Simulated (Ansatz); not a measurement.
Start of a relaxation of WI6:

```cif
data_structure
_symmetry_space_group_name_H-M 'P6/mmm'
_symmetry_Int_Tables_number 191
_cell_length_a 6.3068
_cell_length_b 6.3068
_cell_length_c 6.8201
_cell_angle_alpha 90.000
_cell_angle_beta 90.000
_cell_angle_gamma 120.000
_cell_volume 234.93
loop_
_atom_site_label
_atom_site_type_symbol
_atom_site_symmetry_multiplicity
_atom_site_Wyckoff_symbol
_atom_site_fract_x
_atom_site_fract_y
_atom_site_fract_z
_atom_site_occupancy
W1 W 1 a 0.00000 0.00000 0.00000 1
I1 I 6 k 0.33290 0.00000 0.50000 1
```

The calculation used DFT PBE, scalar-relativistic, plane waves, PAW (Ansatz). Cutoff 420 eV, Gaussian smearing, Γ-centred meshes. Cell and atoms relax first on a coarse mesh and then on a finer one. In between, the cell is made exact in the group found at 0.06 Å. In metals the finer mesh still leaves noise of several meV/atom or more. The steps can't lower the symmetry of their start. No spin polarisation.

A guess keeps its type if space group and coordination stay and the shape of the cell changes little (axis ratios within about 15 %, angles within 6°); the volume may change.

Task: Will the relaxed cell still be of the starting type?

Result: It doesn't keep its type. The symmetry stays P6/mmm (No. 191). The volume per atom grows by 30.5 %, from 33.6 to 43.8 Å³. The shortest distance goes from 2.10 Å (I–I) to 2.99 Å (I–I and W–W). The ratio c/a of the conventional cell changes by a factor of 0.25. Counting neighbours within 15 % of an atom's shortest distance, the start has I 3, W 12 and the end I 2, W 2. In detail, at the end W has 2 W at 2.99 Å and 12 I at 3.89 Å; I is surrounded by 2 I at 2.99 Å, 3 I at 3.59–3.71 Å and 2 W at 3.89 Å.

```
CELL_PARAMETERS angstrom
10.88614 0.00000 0.00000
-5.44307 9.42767 0.00000
0.00000 0.00000 2.98626
ATOMIC_POSITIONS crystal
W 0.00000 0.00000 0.00000
I 0.32976 0.00000 0.50000
I 0.67024 0.00000 0.50000
I 0.00000 0.32976 0.50000
I 0.00000 0.67024 0.50000
I 0.67024 0.67024 0.50000
I 0.32976 0.32976 0.50000
```

Energies over the elements count from the elements' standard structures at the same level, with no fitted energy shifts.

Task: At what energy does it end?

Result: +1.12 eV/atom. The separate elements lie lower, so it is unstable against them.

The last run used a 6×6×12 mesh (in the run's order of axes) for its 7-atom cell and Gaussian smearing of 0.10 eV. Weakly bound directions are ill-defined at this level, which has no dispersion term. These runs have no spin–orbit coupling, which can matter for I and W. The cell is a metal run without spin; a magnetic state may lie lower. The reference form of I is held partly by dispersion forces, which this level lacks. Symmetry constrained the relaxation, so the result can be a saddle point.
